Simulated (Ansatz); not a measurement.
Question: MoPd (CsCl type, space group No. 221) is relaxed with plane-wave PAW PBE (Ansatz code). What lattice parameters of the conventional cell result?

Answer: a = 3.159 Å.

Space group Pm-3m (CsCl type). The start of the workflow was typed in or built on a structure type; neither database checked (COD, Materials Project) lists it. Its standing as an ambient phase is unchecked. Symmetry was held in the PBE relaxation; its stability against distortions is not shown here. No spin polarisation was allowed. Its formation energy is positive at this level, so the cell may be metastable or incomplete.

Potentials: the earlier of the program's two PAW sets.
